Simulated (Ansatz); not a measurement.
MgF2 (CdI2 type, space group No. 164), plane-wave PAW LDA (Ansatz code). The conduction-band minimum lies at Γ, with 1 equivalent valley. Second derivatives d²E/dk² of the lowest band at one valley (eV·Å²), along Cartesian directions:

```json
[
 {"direction": "[100]", "d²E/dk²": "14.55"},
 {"direction": "[010]", "d²E/dk²": "14.55"},
 {"direction": "[001]", "d²E/dk²": "13.24"},
 {"direction": "[110]", "d²E/dk²": "14.55"},
 {"direction": "[101]", "d²E/dk²": "13.90"},
 {"direction": "[011]", "d²E/dk²": "13.90"}
]
```

Find the principal effective masses, the density-of-states mass and the conductivity mass.

Off-diagonal terms follow from H_xy = H[110] − (H_xx + H_yy)/2, and m*/mₑ = 7.620 eV·Å² over each eigenvalue: 0.52, 0.52, 0.58. One valley's DOS mass (m₁m₂m₃)^(1/3) = 0.54, conductivity mass 3/(Σ 1/mᵢ) = 0.54 mₑ.

What effective density of states Nc follows at 300 K for parabolic valleys?

Nc = 2.509e19 × 1 × (0.54)^(3/2) ≈ 1.0e19 cm⁻³.

Space group P-3m1 (CdI2 type). The start of the workflow was typed in or built on a structure type; neither database checked (COD, Materials Project) lists it. It is not the phase usual at ambient conditions (space group No. 136). Symmetry was held in the LDA relaxation; whether a distortion lowers the energy is not shown. A crystal of weakly bound layers computed without a dispersion correction: the cell and the soft elastic constants depend strongly on that.

Potentials: the earlier of the program's two PAW sets.

Edges and masses are those of Kohn–Sham bands, whose gap is no quasiparticle gap.
